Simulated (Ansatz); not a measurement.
**Is this Si₅P₂ structure a true minimum?**

It was reached by relaxing an invented guess, and it needn't be the stable form of this composition.

These are results of Ansatz, DFT PBE, scalar-relativistic, plane waves, PAW, not measurements. Settings: cutoff 420 eV, Γ-centred mesh 12×12×4 on the computed 7-atom cell, Gaussian smearing of 0.10 eV; no spin polarisation.

The cell below (7 atoms, space group P-3m1 (No. 164)) is relaxed within its symmetry.

```yaml
crystal:
  lattice:
    - [3.77940, 0.00000, 0.00000]
    - [-1.88970, 3.27306, 0.00000]
    - [0.00000, 0.00000, 10.84760]
  atoms:
    - { symbol: Si, position: [0.33333, 0.66667, 0.31551] }
    - { symbol: Si, position: [0.66667, 0.33333, 0.68449] }
    - { symbol: Si, position: [0.00000, 0.00000, 0.39128] }
    - { symbol: Si, position: [0.00000, 0.00000, 0.60872] }
    - { symbol: Si, position: [0.00000, 0.00000, 0.00000] }
    - { symbol: P, position: [0.33333, 0.66667, 0.10597] }
    - { symbol: P, position: [0.66667, 0.33333, 0.89403] }
```

For the test it was strained at random (σ = 1.5 % a component), the atoms were moved at random (σ = 0.15 Å), and all was relaxed again on a coarse 6×6×2 mesh (in the run’s order of axes) with 0.20 eV smearing, with no symmetry imposed.

**Question.** What happens?

**Answer.** It returns, within 1 meV/atom of the unmoved cell on that mesh and with the same symmetry when read at 0.1 Å. No instability shows in this cell; modes of other wave vectors, which need another repeat, aren't tested.
